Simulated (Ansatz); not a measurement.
Hf2Ga in space group I4/mcm (No. 140; Hf on 8h, Ga on 4a), DFT-r²SCAN in the program Ansatz with PAW potentials, all energies at zero smearing, with the estimated change up to a 700 eV cutoff added, with one set of potentials and settings (totals compare only within such a set). Cell of 6 atoms (4 Hf, 2 Ga): -70515.589 eV.

```csv
element,reference phase,E (eV/atom)
Hf,"P6_3/mmc, 2 atoms in the cell",-15733.0631
Ga,"Cmce, 4 atoms in the cell",-3790.2689
```

Formation energy per atom, worked out: (-70515.589 − 4×(-15733.0631) − 2×(-3790.2689))/6 = -0.466 eV/atom (-45 kJ per mol of atoms), at 0 K, without zero-point energy or fitted corrections.

The first step of the workflow began from a Materials Project structure, measured or hypothetical; the Crystallography Open Database files this formula in space group No. 140, but the cells were not matched. Whether it is the stable phase at ambient conditions was not checked. The cell was relaxed with r²SCAN under the symmetry of its start; its stability against distortions is not shown here. The run is not spin-polarised. The references are the lowest solids computed at this level, not always the standard phases. Spin–orbit coupling is left out wherever it is not named.

Potentials: the later of the program's two PAW sets.
